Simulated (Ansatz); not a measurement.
Space group P4/mmm (No. 123). a = 2.687 Å, b = 2.687 Å, c = 3.717 Å, α = 90.00°, β = 90.00°, γ = 90.00°
```csv
atom,site,symmetry,x,y,z
Fe,1a,4/mmm,0.0000,0.0000,0.0000
Pt,1d,4/mmm,0.5000,0.5000,0.5000
```

Equation of state of this FePt structure (not necessarily the ground state), with shape and atoms relaxed at each volume where symmetry leaves them free. It has no gap at any of these volumes. These are results of DFT PBEsol, scalar-relativistic, plane waves, PAW (Ansatz), not measurements.

Plane waves to 420 eV, a k mesh through Γ of 16×16×12 on the computed 2-atom cell and Gaussian smearing (0.10 eV); collinear spin.

| V (Å³/atom) | E − E(largest V) (meV/atom) | P (GPa) |
| --- | --- | --- |
| 11.807 | 99.45 | 40.32 |
| 12.210 | 14.37 | 27.52 |
| 12.613 | -40.84 | 16.68 |
| 13.015 | -70.80 | 7.53 |
| 13.418 | -79.83 | 0.00 |
| 13.820 | -71.80 | -6.31 |
| 14.223 | -49.09 | -11.64 |
| 14.759 | 0.00 | -17.34 |

Q: Fit a third-order Birch–Murnaghan equation to E(V).

A: V0 = 13.42 Å³/atom, B0 = 231 GPa, B0' = 5.0.

Spin-orbit coupling is left out, which matters for the bands of heavy elements. Only parallel moments were tried here.